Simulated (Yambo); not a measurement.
Yambo run on CsScS$_{2}$O$_{8}$ (space group P321, No. 150). The wavefunctions are PBEsol (Quantum ESPRESSO, PseudoDojo norm-conserving, 84 Ry, no spin-orbit coupling) ones on a 3×3×1 mesh (40 occupied bands); a = b = 5.2468 Å, c = 8.8716 Å, α = β = 90.00°, γ = 120.00°.

Yambo input:

```
rim_cut
gw0
dyson
el_el_corr
HF_and_locXC
cohsex
em1s
RandQpts= 1000000
RandGvec= 1 Ry
EXXRLvcs= 84 Ry
VXCRLvcs= 336 Ry
Chimod= "HARTREE"
% BndsRnXs
 2 | 308 |
%
NGsBlkXs= 7 Ry
% LongDrXs
 1.0 | 1.0 | 1.0 |
%
ExtendOut
% QPkrange
 1 | 1 | 40 | 41 |
 2 | 2 | 40 | 40 |
%
```

k points by index: 1 = Γ, 2 = (0, 0.333, 0).

Resulting energies as the program prints them:

```
#    K-point    Band    Eo [eV]    E [eV]    E-Eo [eV]    Vxc [eV]    Vnlxc [eV]    Sc|Eo [eV]    Re(Z)    Im(Z)
#
    1    40    -0.055532    -3.239299    -3.183767    -19.81457    -25.54037    2.542034    1.000000    0.000000
    1    41    4.232829    5.630215    1.397386    -17.26991    -9.611033    -6.261490    1.000000    0.000000
    2    40    0.000000    -3.116001    -3.116001    -20.01129    -25.75086    2.623563    1.000000    0.000000
```
(The two width columns are left out.) Convergence of these settings isn't established.

Geometry of the Materials Project entry, not relaxed at this level.

The structure is a Materials Project entry; no match was found in the copy of COD used, and its stability was not checked.
